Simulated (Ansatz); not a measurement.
LuPb2: frozen-core PAW against all-electron methods

```
Lu Pb
1.0
    -1.85305    1.85305    6.56000
     1.85305   -1.85305    6.56000
     1.85305    1.85305   -6.56000
Lu Pb
1 2
Direct
  0.00000 0.00000 0.00000
  0.33300 0.33300 0.00000
  0.66700 0.66700 0.00000
```

Atom numbers follow the list: Lu1, Pb2, Pb3.

The cell comes from COD entry 1522501, which wasn't checked; take it as a given geometry.

Spin–orbit coupling is left out, though it moves levels of the heavy atoms by tenths of an eV or more.

Levels of theory: DFT, PBEsol, PAW with Ansatz's default frozen-core files, scalar-relativistic (Ansatz 0.2.0); DFT, PBEsol, all-electron PAW with datasets made for the crystal, scalar-relativistic (Ansatz 0.2.0); DFT, PBEsol, all-electron LAPW, scalar-relativistic (Ansatz 0.2.0).

For PAW: a Γ-centred 12×12×12 k mesh, Fermi–Dirac smearing of 0.05 eV, cutoff 420 eV, no spin polarisation; the PAW files were made with PBE, and the program remakes their frozen cores for this functional. The crystal-made all-electron datasets (AE datasets) take a cutoff of 340 eV at this cell. LAPW targets a basis error of 1 meV/atom. The Ansatz runs share mesh, smearing and spin set-up. Plane-wave (PAW) pressures include the program's estimate of the Pulay term.

Stress and pressure are positive in compression.

Levels count from the Fermi level.

| quantity | PAW | AE datasets | LAPW |
| --- | --- | --- | --- |
| pressure (GPa) | -3.70 | -3.70 | -3.69 |
| stress xx (GPa) | -3.38 | -3.37 | -3.37 |
| stress zz (GPa) | -4.34 | -4.34 | -4.34 |
| force on Pb2, z (eV/Å) | 0.353 | 0.353 | 0.353 |
| highest filled level at P (eV) | -0.884 | -0.884 | -0.884 |
| lowest empty level at P (eV) | 0.154 | 0.154 | 0.154 |
| highest filled level at N (eV) | -0.707 | -0.708 | -0.708 |
| lowest empty level at N (eV) | 0.436 | 0.436 | 0.436 |
| highest filled level at Γ (eV) | -4.406 | -4.406 | -4.406 |
| lowest empty level at Γ (eV) | 0.073 | 0.073 | 0.073 |

PAW's pressure differs from the LAPW value by about 0.01 GPa or less. Datasets made for the crystal and LAPW share parts of one code, so their agreement isn't an independent check.
